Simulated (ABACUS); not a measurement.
Energy against volume for Sn₂GeTe₃ (P-3m1, 6 atoms in the cell; from Materials Project mp-1218976): the cell is scaled uniformly, and the atoms keep their fractional positions.

```yaml
crystal:
  lattice:
    - [4.42633, 0.00000, 0.00000]
    - [-2.21317, 3.83331, 0.00000]
    - [0.00000, 0.00000, 10.98346]
  atoms:
    - { symbol: Sn, position: [0.33333, 0.66667, 0.82714] }
    - { symbol: Sn, position: [0.66667, 0.33333, 0.17286] }
    - { symbol: Ge, position: [0.00000, 0.00000, 0.50000] }
    - { symbol: Te, position: [0.33333, 0.66667, 0.34809] }
    - { symbol: Te, position: [0.66667, 0.33333, 0.65191] }
    - { symbol: Te, position: [0.00000, 0.00000, 0.00000] }
```

Method: LDA (PW92), numerical atomic orbitals TZP (confined pseudo-atomic orbitals with Gaussian additions; energy shift 0.003 Ry), PseudoDojo 0.4 standard norm-conserving LDA (tails mended) pseudopotentials (ABACUS 3.10.1).

Held fixed: basis = TZP numerical atomic orbitals, energy shift 0.003 Ry; KPT = Gamma 5 5 2 0 0 0; basis_type = lcao; dft_functional = PWLDA; ecutwfc = 100 Ry; smearing_method = gaussian; smearing_sigma = 0.00734986 Ry; potentials = PseudoDojo 0.4 standard norm-conserving LDA (tails mended); symmetry = 1; ks_solver = genelpa; scf_nmax = 100; scf_thr = 1.0e-06; mixing_type = broyden; mixing_beta = 0.7.

Spin-orbit coupling is left out, which matters for bands and gaps with elements this heavy. The atom-centred basis is finite, which shifts total energies and pressures against plane waves. The structure comes from a collection of computed structures, made at another level of theory; the collection holds predicted forms beside known ones. No clean gap shows at this smearing width and mesh (spacing up to 0.33 Å⁻¹); the mesh is coarse for partly filled bands, so the values carry mesh errors. Semi-local functionals can close small gaps.

```tsv
V (Å³/atom)	V/V(base)	ΔF (meV/atom, from the lowest row)	pressure (GPa)
29.197	0.940	0.0	-0.75
29.818	0.960	4.9	-1.75
30.439	0.980	13.4	-2.65
30.750	0.990	18.9	-3.06
31.060	1.000	25.3	-3.45
31.371	1.010	32.3	-3.82
31.682	1.020	40.1	-4.18
32.303	1.040	57.6	-4.82
32.924	1.060	77.4	-5.41
```

The minimum lies outside the scanned range, at smaller volume.

The atomic orbitals were generated for these runs; they are not ABACUS's published sets and were checked against plane waves on a few crystals only.

“Tails mended”: in these copies of the files the far tail of each local potential was reset to the Coulomb form.
